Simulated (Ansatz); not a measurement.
Mg2TiO4:
```
Mg2TiO4
1.0
    5.97797     0.00000     0.00000
    0.00000     5.97797     0.00000
    0.00000     0.00000     8.39491
Mg Ti O
8 4 16
Direct
  0.00000   0.24835   0.00000
  0.75165   0.00000   0.25000
  0.00000   0.75165   0.50000
  0.24835   0.00000   0.75000
  0.25202   0.25202   0.37500
  0.74798   0.25202   0.62500
  0.74798   0.74798   0.87500
  0.25202   0.74798   0.12500
  0.23664   0.50000   0.75000
  0.50000   0.23664   0.00000
  0.76336   0.50000   0.25000
  0.50000   0.76336   0.50000
  0.02659   0.26272   0.75225
  0.73728   0.02659   0.00225
  0.97341   0.73728   0.25225
  0.26272   0.97341   0.50225
  0.02659   0.73728   0.74775
  0.73728   0.97341   0.49775
  0.97341   0.26272   0.24775
  0.26272   0.02659   0.99775
  0.26075   0.48306   0.98338
  0.51694   0.26075   0.23338
  0.73925   0.51694   0.48338
  0.48306   0.73925   0.73338
  0.26075   0.51694   0.51662
  0.51694   0.73925   0.26662
  0.73925   0.48306   0.01662
  0.48306   0.26075   0.76662
```

Relaxed with r²SCAN.

Question: Which orbitals make up the states near the band edges in the program Ansatz at the r²SCAN level (PAW)?

Answer: Top 1 eV of the valence band: O 2p 96 %. Bottom 1 eV of the conduction band: Ti 3d 82 %, O 2p 15 %. Projections are on Löwdin-orthogonalised atomic valence shells; empty p or d shells of many metals are not among them.

Question: Tabulate the density of states.

Answer: States/eV per cell of 28 atoms, in 0.25 eV bins, energy from the valence-band maximum.

```csv
E (eV),total,O 2p,Ti 3d,Mg 3s
-5.05,0.00,0.00,0.00,0.00
-4.80,0.47,0.33,0.08,0.05
-4.55,2.36,1.69,0.42,0.20
-4.30,4.91,3.59,0.90,0.30
-4.05,11.28,8.43,1.96,0.63
-3.80,15.43,11.58,2.55,0.93
-3.55,19.59,15.25,2.54,1.20
-3.30,20.66,16.41,2.50,0.95
-3.05,26.19,21.31,2.99,0.50
-2.80,24.86,19.71,3.69,0.35
-2.55,18.02,14.41,2.59,0.23
-2.30,18.74,15.25,2.45,0.25
-2.05,18.63,15.82,1.81,0.28
-1.80,24.16,21.01,1.93,0.37
-1.55,27.08,24.22,1.71,0.31
-1.30,23.31,21.48,0.93,0.19
-1.05,26.61,24.81,0.98,0.15
-0.80,25.67,24.46,0.50,0.10
-0.55,32.18,30.87,0.50,0.14
-0.30,29.88,28.99,0.31,0.07
-0.05,13.95,13.63,0.08,0.02
0.20,0.00,0.00,0.00,0.00
0.45,0.00,0.00,0.00,0.00
0.70,0.00,0.00,0.00,0.00
0.95,0.00,0.00,0.00,0.00
1.20,0.00,0.00,0.00,0.00
1.45,0.00,0.00,0.00,0.00
1.70,0.00,0.00,0.00,0.00
1.95,0.00,0.00,0.00,0.00
2.20,0.00,0.00,0.00,0.00
2.45,0.00,0.00,0.00,0.00
2.70,0.00,0.00,0.00,0.00
2.95,0.00,0.00,0.00,0.00
3.20,0.00,0.00,0.00,0.00
3.45,0.00,0.00,0.00,0.00
3.70,0.00,0.00,0.00,0.00
3.95,3.42,0.49,2.75,0.10
4.20,38.78,5.89,31.36,0.64
4.45,34.30,4.53,28.56,0.54
4.70,19.48,3.16,15.60,0.29
4.95,0.02,0.00,0.02,0.00
5.20,0.00,0.00,0.00,0.00
5.45,0.00,0.00,0.00,0.00
5.70,0.00,0.00,0.00,0.00
5.95,0.00,0.00,0.00,0.00
6.20,0.95,0.11,0.54,0.12
6.45,5.01,0.69,2.79,0.55
6.70,18.62,3.09,10.93,1.31
6.95,17.91,3.65,10.90,0.73
7.20,16.07,4.12,9.89,0.36
7.45,7.48,2.01,4.44,0.28
7.70,1.30,0.26,0.31,0.40
7.95,1.47,0.27,0.21,0.57
8.20,1.62,0.31,0.23,0.63
8.45,2.11,0.41,0.24,0.90
8.70,2.65,0.52,0.28,1.16
```

Space group P4_122. The first step of the workflow began from a Materials Project structure, measured or hypothetical; the Crystallography Open Database copy checked does not list it. Its standing as an ambient phase is unchecked. Symmetry was held in the r²SCAN relaxation; whether a distortion lowers the energy is not shown. The run is not spin-polarised.

Potentials: the later of the program's two PAW sets.
